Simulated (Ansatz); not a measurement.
La (dhcp (α-La type), P6_3/mmc) under volume change, PBEsol (plane waves, PAW; program Ansatz), shape and atoms relaxed at each volume.

```tsv
V (Å³/atom)	E − E(relaxed) (meV/atom)	P (GPa)
30.844	25.9	2.88
31.861	11.1	1.81
32.877	2.7	0.85
33.894	0.0	0.00
34.911	2.4	-0.75
35.928	9.3	-1.42
36.945	20.3	-2.02
```

Q: What does a third-order Birch–Murnaghan fit give for V₀, B₀ and B′?

A: V₀ = 33.90 Å³/atom, B₀ = 26.7 GPa, B′ = 2.9.

The cell was relaxed with PBEsol under the symmetry of its start; of distortions, only those at the zone centre were tested. Spin–orbit coupling is left out wherever it is not named.

Potentials: the earlier of the program's two PAW sets.
